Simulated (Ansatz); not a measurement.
# Al₃GaSb₄: rattling a relaxed structure

The cell was found from a structure generator's guess, not taken from experiment.

These are results of DFT PBE, scalar-relativistic, plane waves, PAW in Ansatz, not measurements. Plane waves to 420 eV, a k mesh through Γ of 12×12×4 on the computed 8-atom cell and Gaussian smearing (0.02 eV); no spin polarisation.

The cell below (8 atoms, space group P3m1 (No. 156)) is relaxed within its symmetry.

```
Al Ga Sb
1.0
     4.38671    0.00000    0.00000
    -2.19335    3.79900    0.00000
     0.00000    0.00000   14.44927
Al Ga Sb
3 1 4
Direct
  0.00000 0.00000 0.25019
  0.66667 0.33333 0.99988
  0.66667 0.33333 0.50025
  0.00000 0.00000 0.75057
  0.00000 0.00000 0.43733
  0.00000 0.00000 0.93731
  0.66667 0.33333 0.18714
  0.66667 0.33333 0.68753
```

For the test it was strained at random (σ = 1.5 % a component), the atoms were moved at random (σ = 0.15 Å), and all was relaxed again on a coarse 6×6×1 mesh (in the run’s order of axes) with 0.10 eV smearing, with no symmetry imposed.

These runs have no spin–orbit coupling, which can matter for Sb.

**Question.** Does it come back?

**Answer.** It returns, within 1 meV/atom of the unmoved cell on that mesh and with the same symmetry when read at 0.1 Å (Cm at 0.01 Å, so small strains and shifts remain). So it is stable against the distortions that fit this cell and that this random move excites. Modes that don't fit the cell aren't tested.
